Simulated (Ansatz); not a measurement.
# SnO₂: energy along a strain

SnO₂, R-3m, a = 3.234 Å, c = 14.402 Å (as given, not relaxed at this level: -7.2 GPa, forces to 0.63 eV/Å). This isn't the usual stable structure of the compound. Ansatz: r2SCAN, PAW, 500 eV, Γ-centred 12×12×12 mesh on 3 atoms, Gaussian smearing 0.05 eV; no spin polarisation. Cell vectors (Å): 1.617 0.934 4.801; -1.617 0.934 4.801; 0.000 -1.867 4.801. The cell is strained by x per cent times the pattern (0 0 1 0 0 0) in the order xx yy zz yz xz xy (engineering shears), with fractional coordinates held. y is the free energy over the start, V0 = 14.496 Å³/atom.

```
x (%) y (meV/atom)
-6.00             ?
-4.50        -15.38
-3.00        -12.40
-1.50         -7.25
 0.00          0.00
 1.50          9.31
 3.00         20.63
 4.50         33.91
 5.25         41.27
 6.00         49.11
```

Q: Fit y = c1 x + c2 x² + c3 x³ to the other rows, get the stiffness along the pattern, and predict the missing energy.

A: Least squares on the rows shown. y = 5.5256 x + 0.45751 x² − 0.0023937 x³. The clamped-ion stiffness p·C·p = 2 × 4.575 eV × 160.2 / 14.496 Å³ = 101 GPa, which is C33 in these axes (second derivative at the start, which stands under stress). At x = -6.00 the fit asked for gives -16.17 meV/atom. The run gave -16.16 meV/atom, so the fit is 0.01 meV/atom too low, a small miss on the scale of the series.